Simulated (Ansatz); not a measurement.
Relaxed InSb (zinc blende):

```xyz
4
Lattice="0.0000 6.5191 6.5191 3.2596 0.0000 3.2596 3.2596 3.2596 0.0000" Properties=species:S:1:pos:R:3 pbc="T T T"
Sb     4.8894     4.8894     4.8894
Sb     4.8894     8.1489     8.1489
In     0.0000     0.0000     0.0000
In     0.0000     3.2596     3.2596
```

All values below come from PBEsol (plane waves to 420 eV, PAW, scalar-relativistic; Ansatz, a quantum-chemistry and plane-wave program). k mesh 5×10×10 (Γ-centred), Fermi-Dirac smearing 0.05 eV. With partly filled bands, energies and forces of such displacements shift with the k mesh and the smearing. At this level the bands of InSb touch or barely overlap; measurements give the solid a gap. InSb was relaxed with its symmetry unable to fall. Spin-orbit coupling is left out, though Sb is heavy.

One atom of the cell was then moved (with its periodic images), all else fixed, and the forces (eV/Å) came out as:

| atom | Fx | Fy | Fz |
|---|---|---|---|
| Sb1 | 0.038 | 0.008 | -0.018 |
| Sb2 | 0.765 | 0.786 | -0.234 |
| In3 | -0.785 | -0.775 | 0.248 |
| In4 | -0.019 | -0.019 | 0.004 |

**Question.** Which atom was moved, and by which vector (Å)?

**Answer.** In3, by (0.12, 0.12, 0.00), 0.17 Å in all.

(For displaced atoms, the force is minus the slope of the energy, and its curvature is a force constant, which sets phonon frequencies.)
